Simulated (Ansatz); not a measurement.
The relaxed structure here is a generated cell of B6P: the first start was made by placing the elements on the sites of a structure type, and the end was not matched to a known phase here, so it may be hypothetical.

One starting cell of B6P (a generated cell, B6P built in the AFLOW prototype A6B_cP7_221_f_a (D2_1, as in CaB6)) was relaxed twice with Ansatz (plane waves, PAW, scalar-relativistic): with r2SCAN at 500 eV and with PBE at 420 eV. The r2SCAN result:

```cif
data_B6P
_chemical_formula_sum 'P1 B6'
_space_group_name_H-M_alt 'Pm-3m'
_space_group_IT_number 221
_space_group_name_Hall '-P 4 2 3'
_cell_length_a 4.14264
_cell_length_b 4.14264
_cell_length_c 4.14264
_cell_angle_alpha 90.000
_cell_angle_beta 90.000
_cell_angle_gamma 90.000
loop_
_atom_site_label
_atom_site_type_symbol
_atom_site_symmetry_multiplicity
_atom_site_Wyckoff_symbol
_atom_site_fract_x
_atom_site_fract_y
_atom_site_fract_z
_atom_site_occupancy
P1 P 1 a 0.00000 0.00000 0.00000 1
B1 B 6 f 0.19811 0.50000 0.50000 1
```

| quantity | r2SCAN | PBE |
|---|---|---|
| space group | Pm-3m | Pm-3m |
| volume (Å³/atom) | 10.16 | ? |
| a (Å) | 4.143 | ? |
| gap (eV, no spin-orbit coupling) | 0.00 | ? |

Q: What does PBE give for the same quantities?

A: 
- volume (Å³/atom), PBE: 10.18
- a (Å), PBE: 4.145
- gap (eV, no spin-orbit coupling), PBE: 0.00

Both levels end in the same structure; PBE's volume is within 0.5 % of r2SCAN's. Neither column is exact.

No spin polarisation in the result. The relaxed primitive cell holds an odd number of electrons. A magnetic state may lie lower.

The run could not lose the symmetry of its start: the end is stationary, and may be a saddle point rather than a minimum.

Ansatz is a first-principles code.
